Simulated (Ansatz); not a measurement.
A geometry of CsSnI3 away from equilibrium: step 2 of the relaxation of a generated cell, CsSnI3 placed in the AFLOW prototype ABC3_hR10_167_a_b_e (as in LiNbO3). Computed with PBEsol (plane waves to 420 eV, PAW, scalar-relativistic; Ansatz, an electronic-structure program). Γ-centred k-mesh 4×4×4 on the run's cell (coarser than for final values), Fermi–Dirac smearing 0.05 eV. The plane waves were selected for a different cell earlier on the path.

```
CELL_PARAMETERS angstrom
      4.29951     2.48233     7.24147
     -4.29951     2.48233     7.24147
      0.00000    -4.96465     7.24147
ATOMIC_POSITIONS crystal
  Cs 0.25000 0.25000 0.25000
  Cs 0.75000 0.75000 0.75000
  Sn 0.00000 0.00000 0.00000
  Sn 0.50000 0.50000 0.50000
  I  0.66508 0.83492 0.25000
  I  0.25000 0.66508 0.83492
  I  0.83492 0.25000 0.66508
  I  0.33492 0.16508 0.75000
  I  0.75000 0.33492 0.16508
  I  0.16508 0.75000 0.33492
```

### Question
Give the Cartesian forces on all atoms (eV/Å).

### Answer
| atom | Fx | Fy | Fz |
|---|---|---|---|
| Cs1 | 0.00 | 0.00 | 0.00 |
| Cs2 | 0.00 | 0.00 | 0.00 |
| Sn3 | 0.00 | 0.00 | 0.00 |
| Sn4 | 0.00 | 0.00 | 0.00 |
| I5 | 0.31 | 0.00 | 0.00 |
| I6 | -0.16 | 0.27 | 0.00 |
| I7 | -0.16 | -0.27 | 0.00 |
| I8 | -0.31 | 0.00 | 0.00 |
| I9 | 0.16 | -0.27 | 0.00 |
| I10 | 0.16 | 0.27 | 0.00 |

The path ends in R-3c (No. 167). No spin polarisation in the result.

The run could not lose the symmetry of its start, so the end can be a saddle point.

The end of the path is a generated cell of CsSnI3: the first start was made by placing the elements on the sites of a structure type, and the end was not matched to a known phase here, so it may be hypothetical. Known forms of CsSnI3 include space group No. 62, 221.
